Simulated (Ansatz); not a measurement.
One crystal and one scan (energy against volume) at two levels, r2SCAN (plane waves to 500 eV, PAW, scalar-relativistic; Ansatz, an electronic-structure program) and PBE (plane waves to 420 eV, PAW, scalar-relativistic; Ansatz), each from its own relaxed cell and on its own mesh. The cell shown is that of r2SCAN.

AlNi$_{3}$ (Cu3Au type)

```xyz
4
Lattice="3.5261 0.0000 0.0000 0.0000 3.5261 0.0000 0.0000 0.0000 3.5261" Properties=species:S:1:pos:R:3 pbc="T T T"
Al     0.0000     0.0000     0.0000
Ni     0.0000     1.7631     1.7631
Ni     1.7631     0.0000     1.7631
Ni     1.7631     1.7631     0.0000
```

E(V) scan at fixed shape, V₀ the volume above. Symmetry pins the atoms to their sites.

Energies are smeared free energies. AlNi3 was relaxed with its symmetry unable to fall. Relaxed AlNi3 ends ferromagnetic. Other magnetic orders were not checked, so this need not be the ground state. (PBE) Relaxed AlNi3 ends ferromagnetic. (r2SCAN) Relaxed AlNi3 ends ferromagnetic. Percentages come from the unrounded values. Both scans cover V/V₀ from 0.940 to 1.060.

Results of r2SCAN:

| Quantity | Result |
|---|---|
| Lattice constant a (Å) | 3.526 |
| Magnetic moment of the relaxed cell (μB/cell) | 0.89 |
| Pressure at the smallest volume (GPa) | 14.4 |
| Energy cost of the largest compression (meV/atom) | 28 |
| Bulk modulus B₀ (third-order Birch-Murnaghan fit) (GPa) | 201.9 |
| Pressure for 5 % compression (fit) (GPa) | 11.7 |

Q: What does PBE give for the same quantities?

A: 
| quantity | PBE | r2SCAN − PBE |
|---|---|---|
| Lattice constant a (Å) | 3.567 | -0.041 (-1.1 %) |
| Magnetic moment of the relaxed cell (μB/cell) | 0.72 | +0.17 (+24 %) |
| Pressure at the smallest volume (GPa) | 13.0 | +1.4 (+11 %) |
| Energy cost of the largest compression (meV/atom) | 26 | +2 (+8 %) |
| Bulk modulus B₀ (third-order Birch-Murnaghan fit) (GPa) | 181.7 | +20.2 (+11 %) |
| Pressure for 5 % compression (fit) (GPa) | 10.5 | +1.2 (+11 %) |

r2SCAN gives the higher value for: magnetic moment of the relaxed cell; pressure at the smallest volume; bulk modulus B₀; pressure for 5 % compression. r2SCAN gives the lower value for: lattice constant a. Neither level is exact: the differences show how much the result hangs on the functional.

(Under strain, the slope of the energy per volume gives the stress and its curvature an elastic modulus.)
